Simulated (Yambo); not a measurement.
FeP2 (space group Pnnm, No. 58), G0W0@PBEsol (Yambo, plasmon pole, terminator in G, 2×2×4 mesh): gap Γ → (0, 0, 0.25) in eV by bands and screening block.

| bands (W and G) | 2 Ry | 3 Ry | 5 Ry | 6 Ry | 8 Ry |
|---|---|---|---|---|---|
| 44 | 1.06 | 0.90 | 0.56 | 0.51 | 0.49 |
| 63 | ? | 0.87 | 0.51 | 0.46 | 0.45 |
| 88 | 1.02 | 0.85 | 0.49 | 0.44 | 0.43 |
| 119 | 1.02 | 0.85 | ? | 0.43 | 0.41 |
| 150 | 1.02 | 0.84 | 0.47 | ? | 0.41 |

### Question
Estimate the withheld gaps from their neighbours; the computed values follow.

### Answer

- 63, 2 Ry: 1.03
- 119, 5 Ry: 0.48
- 150, 6 Ry: 0.42

The largest settings aren't shown to be the converged limit.

Geometry of the Materials Project entry, not relaxed at this level; primitive cell a = 4.9182 Å, b = 5.6270 Å, c = 2.7154 Å, α = 90.00°, β = 90.00°, γ = 90.00°.

The structure is a Materials Project entry; no match was found in the copy of COD used, and its stability was not checked.

The runs are not spin-polarised; magnetic order was not tried.
